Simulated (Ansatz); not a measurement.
TeO₂:
```cif
data_O8Te4
_chemical_formula_sum 'Te4 O8'
_space_group_name_H-M_alt 'Fm-3m'
_space_group_IT_number 225
_space_group_name_Hall '-F 4 2 3'
_cell_length_a 5.32387
_cell_length_b 5.32387
_cell_length_c 5.32387
_cell_angle_alpha 90.000
_cell_angle_beta 90.000
_cell_angle_gamma 90.000
loop_
_atom_site_label
_atom_site_type_symbol
_atom_site_symmetry_multiplicity
_atom_site_Wyckoff_symbol
_atom_site_fract_x
_atom_site_fract_y
_atom_site_fract_z
_atom_site_occupancy
Te1 Te 4 a 0.00000 0.00000 0.00000 1
O1 O 8 c 0.25000 0.25000 0.25000 1
```
(The calculation used a cell of 3 atoms; values per cell refer to that cell.)

Relaxed with PBEsol. PBEsol (plane waves, PAW; program Ansatz) gives a gap of 0.72 eV.

Q: What gap does HSE06 give on the same cell (Ansatz, PAW)?

A: 1.61 eV, 0.89 eV more. The hybrid was solved on a coarser mesh and at special points; its gap is the smallest among all of these.

| k | v1 PBEsol | c1 PBEsol | v1 HSE06 | c1 HSE06 |
|---|---|---|---|---|
| Γ | -3.35 | 1.73 | ___ | ___ |
| X | -1.42 | 1.17 | ___ | ___ |
| L | 0.00 | 4.04 | ___ | ___ |
| W | -0.90 | 3.88 | -0.93 | 4.97 |
| K | -1.04 | 3.03 | ___ | ___ |

Q: Top valence (v1) and lowest conduction level (c1) in eV from each method's valence maximum (which need not be a listed point): supply the withheld HSE06 values.

A: 
- L, v1 HSE06: 0.00
- L, c1 HSE06: 5.15
- K, v1 HSE06: -1.07
- K, c1 HSE06: 4.01
- X, v1 HSE06: -1.80
- X, c1 HSE06: 2.08
- Γ, v1 HSE06: -3.82
- Γ, c1 HSE06: 2.65

Cost on shared cores: the PBEsol run (SCF on a 9×9×9 mesh, then bands and DOS) about 9 core-seconds (a rough figure), the HSE06 run (SCF on 7×7×7, then a few points) around 100 core-seconds (rough); the tasks are unlike.

A made-up cell: these elements were put on the sites of a structure type; neither database checked (COD, Materials Project) lists it. COD files the formula under space group No. 19, 61, 92, 136, so this cell is another polymorph or a model. Whether it is the stable phase at ambient conditions was not checked. The PBEsol relaxation kept the symmetry of its start; whether a distortion lowers the energy is not shown. Spin–orbit coupling is left out wherever it is not named.

Potentials: the later of the program's two PAW sets.
